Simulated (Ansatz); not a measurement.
CaSn in space group Cmcm (No. 63; Ca on 4c, Sn on 4c), PBE (plane waves, PAW; program Ansatz), all energies at zero smearing, with the estimated change up to a 700 eV cutoff added, with one set of potentials and settings (totals compare only within such a set). Cell of 4 atoms (2 Ca, 2 Sn): -15684.751 eV.

```
element             reference phase  E (eV/atom)
-------  --------------------------  -----------
Ca       Fm-3m, 1 atoms in the cell   -1816.8597
Sn       Fd-3m, 2 atoms in the cell   -6024.2128
```

Formation energy per atom, worked out: (-15684.751 − 2×(-1816.8597) − 2×(-6024.2128))/4 = -0.652 eV/atom (-63 kJ per mol of atoms), at 0 K, without zero-point energy or fitted corrections.

The workflow started from a Materials Project entry (that database holds measured and hypothetical structures alike); the Crystallography Open Database copy checked does not list it. Whether it is the stable phase at ambient conditions was not checked. The PBE relaxation kept the symmetry of its start; its stability against distortions is not shown here. The references are the lowest solids computed at this level, not always the standard phases. Spin–orbit coupling is left out wherever it is not named.

Potentials: the later of the program's two PAW sets.
